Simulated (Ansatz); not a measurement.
Relaxed-ion elastic tensor of ZrRu (rock salt, Fm-3m) in GPa (Voigt order), the program Ansatz at the PBEsol level (PAW); density 8.64 g/cm³, 18.47 Å³ per atom.

```
  278   91.2   91.2    0.0    0.0    0.0
 91.2    278   91.2    0.0    0.0    0.0
 91.2   91.2    278    0.0    0.0    0.0
  0.0    0.0    0.0  -22.2    0.0    0.0
  0.0    0.0    0.0    0.0  -22.2    0.0
  0.0    0.0    0.0    0.0    0.0  -22.2
```

Task: Is the crystal mechanically stable?

Result: No: the smallest eigenvalue of C is -22.2 GPa.

The start of the workflow was typed in or built on a structure type; neither database checked (COD, Materials Project) lists it. COD files the formula under space group No. 221. Whether it is the stable phase at ambient conditions was not checked. The cell was relaxed with PBEsol under the symmetry of its start. At this level the phase is mechanically unstable. No spin polarisation was allowed. As this level gives no gap, shear constants depend on the k-mesh and smearing (Fermi–Dirac, 0.1 eV here).

Potentials: the earlier of the program's two PAW sets. The files were generated under PBE; for other functionals the program regenerates the frozen cores, and for LDA and PBEsol the local potential too.
